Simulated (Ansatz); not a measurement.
Level of theory: DFT PBE, scalar-relativistic, plane waves, PAW in Ansatz. The final run on the 8-atom cell used 420 eV, a Γ-centred 10×10×10 mesh, 0.10 eV smearing and collinear spin.

The zero of energy is the elements' standard structures at the same level (N₂ as a molecule); no fitted shifts are applied.

**Question.** Propose a candidate for a cubic metal with formula Al3VN4, with a formation energy near −1.02 eV/atom, about 9 Å³ per atom and a net moment near 0.2 μB per atom, in a cell of 8 atoms.

**Answer.** Al3VN4, space group Pm-3m (No. 221). Al has 6 N at 2.05 Å, 4 V at 2.90 Å and 8 Al at 2.90 Å; V has 6 N at 2.05 Å and 12 Al at 2.90 Å; around N on a site of symmetry 4/mmm lie 2 V at 2.05 Å and 4 Al at 2.05 Å; N on a site of symmetry m-3m has 6 Al at 2.05 Å.

```
CELL_PARAMETERS angstrom
4.10505 0.00000 0.00000
0.00000 4.10505 0.00000
0.00000 0.00000 4.10505
ATOMIC_POSITIONS crystal
Al 0.50000 0.00000 0.00000
Al 0.00000 0.00000 0.50000
Al 0.00000 0.50000 0.00000
V 0.50000 0.50000 0.50000
N 0.00000 0.50000 0.50000
N 0.50000 0.50000 0.00000
N 0.00000 0.00000 0.00000
N 0.50000 0.00000 0.50000
```

* Volume per atom: 8.65 Å³
* Density: 4.51 g/cm³
* Formation energy: −1.02 eV/atom
* Gap on the 10×10×10 mesh of the 8-atom cell: 0 eV (a metal)
* Net moment per atom: 0.18 μB
* Moment by site: V 1.0 μB

The cell was found from a structure generator's guess, not taken from experiment. Other answers may fit too; this one was computed.

Another magnetic order may lie lower. A structure relaxed within its symmetry needn't be a true minimum. Another cell of Al3VN4 relaxed alike, in P4/mmm, lies 46 meV/atom lower, so this cell isn't the stable form at this level. Site moments count only spheres around the atoms; the net moment includes the space between them.
